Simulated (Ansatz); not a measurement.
Si2Os:
```
Si2Os
1.0
    5.08552    -4.05377     0.00000
    5.08552     4.05377     0.00000
    0.00000     0.00000     8.22158
Si Os
16 8
Direct
  0.82108   0.92487   0.72465
  0.17892   0.07513   0.27535
  0.67892   0.57513   0.22465
  0.32108   0.42487   0.77535
  0.92487   0.82108   0.27535
  0.07513   0.17892   0.72465
  0.57513   0.67892   0.77535
  0.42487   0.32108   0.22465
  0.14954   0.59457   0.05770
  0.85046   0.40543   0.94230
  0.35046   0.90543   0.55770
  0.64954   0.09457   0.44230
  0.59457   0.14954   0.94230
  0.40543   0.85046   0.05770
  0.90543   0.35046   0.44230
  0.09457   0.64954   0.55770
  0.18898   0.81102   0.81720
  0.81102   0.18898   0.18280
  0.31102   0.68898   0.31720
  0.68898   0.31102   0.68280
  0.71547   0.71547   0.50000
  0.28453   0.28453   0.50000
  0.78453   0.78453   0.00000
  0.21547   0.21547   0.00000
```

Plane-wave PAW r²SCAN (Ansatz code) gives a gap of 1.10 eV without spin–orbit coupling, maximum on the Γ–Z line, 62 % of the way from Γ, minimum at Γ.

Question: What happens when spin–orbit coupling is switched on?

Answer: The gap falls by 0.02 eV, to 1.08 eV; maximum on the Γ–Z line, 62 % of the way from Γ, minimum at Γ.

Question: Give the electron effective mass with spin–orbit coupling.

Answer: 0.39, 0.39, 0.73 mₑ (principal values).

Question: Give the hole effective mass with spin–orbit coupling.

Answer: 0.44, 0.63, 0.63 mₑ (principal values).

Space group Cmce. The workflow started from a Materials Project entry (that database holds measured and hypothetical structures alike); the Crystallography Open Database copy checked does not list it. Its standing as an ambient phase is unchecked. The r²SCAN relaxation kept the symmetry of its start; whether a distortion lowers the energy is not shown. The run is not spin-polarised.

Potentials: the later of the program's two PAW sets.
